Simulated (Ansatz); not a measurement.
Cs$_{2}$IBrCl$_{6}$:
```xyz
10
Lattice="0.0000 5.6209 5.6209 5.6209 0.0000 5.6209 5.6209 5.6209 0.0000" Properties=species:S:1:pos:R:3 pbc="T T T"
Cs     2.8105     2.8105     2.8105
Cs     8.4314     8.4314     8.4314
I      0.0000     0.0000     0.0000
Br     5.6209     5.6209     5.6209
Cl     8.6665     5.6209     5.6209
Cl     2.5754     5.6209     5.6209
Cl     5.6209     8.6665     5.6209
Cl     5.6209     2.5754     5.6209
Cl     5.6209     5.6209     8.6665
Cl     5.6209     5.6209     2.5754
```

Relaxed with r²SCAN.

Task: Give the Bader charges and basin volumes of the independent atoms, the program Ansatz at the r²SCAN level (PAW).

Result: 

```
atom  Bader charge (e)  Bader volume (Å³)
----  ----------------  -----------------
Cs1              +0.92               44.2
I3               +1.42               19.4
Br4              -0.29               33.8
Cl5              -0.49               34.4
```

Space group Fm-3m. The workflow started from a Materials Project entry (that database holds measured and hypothetical structures alike); the Crystallography Open Database copy checked does not list it. Whether it is the stable phase at ambient conditions was not checked. The cell was relaxed with r²SCAN under the symmetry of its start; its stability against distortions is not shown here. Scalar-relativistic: spin–orbit coupling is off unless named, which matters more the heavier the elements.

Potentials: the later of the program's two PAW sets.
